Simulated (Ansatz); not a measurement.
GeMo2C in space group P6_3/mmc (No. 194; Ge on 2d, Mo on 4f, C on 2a) at seven volumes, PBE (plane waves, PAW; program Ansatz), shape and atoms relaxed at each. One row is withheld.

| V (Å³/atom) | P (GPa) |
|---|---|
| 12.221 | ? |
| 12.624 | 14.94 |
| 13.027 | 6.86 |
| 13.430 | -0.01 |
| 13.832 | -5.78 |
| 14.235 | -10.59 |
| 14.638 | -14.61 |

### Question
Fit the shown pressures and predict the withheld one.

### Answer
Third-order Birch–Murnaghan: P = (3/2)B₀(x^(7/2) − x^(5/2))[1 + (3/4)(B′ − 4)(x − 1)] with x = (V₀/V)^(2/3). Least squares on the six rows gives V₀ = 13.429 Å³/atom, B₀ = 208.6 GPa, B′ = 4.80. At V = 12.221, x = 1.0649 and P = 24.67 GPa. The run itself gave 24.60 GPa.

The start of the workflow was typed in or built on a structure type; neither database checked (COD, Materials Project) lists it. Its standing as an ambient phase is unchecked. The PBE relaxation kept the symmetry of its start; its stability against distortions is not shown here. No spin polarisation was allowed.

Potentials: the later of the program's two PAW sets.
